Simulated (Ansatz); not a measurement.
Problem. Name crystals whose computed values (DFT-r²SCAN+D4 in the program Ansatz with PAW potentials) fall in these windows: B₀ by P(V) fit (GPa) 25 to 36; electron conductivity mass (mₑ) 0.53 to 0.72.

Solution. 

```tsv
crystal	B₀ by P(V) fit (GPa)	electron conductivity mass (mₑ)
BN, P6_3/mmc (B on 2c, N on 2d)	31.5	0.63
BN, P6_3mc (Pearson symbol hP12)	32.0	0.55
WS2, R3m (W on 3a, S on 3a, S on 3a)	35.1	0.58
LiH3O2, C2/m (Pearson symbol mS24)	35.5	0.55
SiH8N2F6, Fm-3m (Si on 4a, H on 32f, N on 8c, F on 24e)	30.0	0.55
```
Others may fit too.

Typed or built starts, not in the databases checked: SiH8N2F6, Fm-3m (Si on 4a, H on 32f, N on 8c, F on 24e). Not the usual ambient phase: BN, P6_3mc (Pearson symbol hP12); WS2, R3m (W on 3a, S on 3a, S on 3a). Standing as an ambient phase not checked: LiH3O2, C2/m (Pearson symbol mS24). All cells were relaxed under the symmetry of their starts (and spin orders); stability against distortions was not tested throughout. Rows with no word on spin ran without spin polarisation. Scalar-relativistic: spin–orbit coupling is off unless named, which matters more the heavier the elements.

Potentials: the later of the program's two PAW sets.
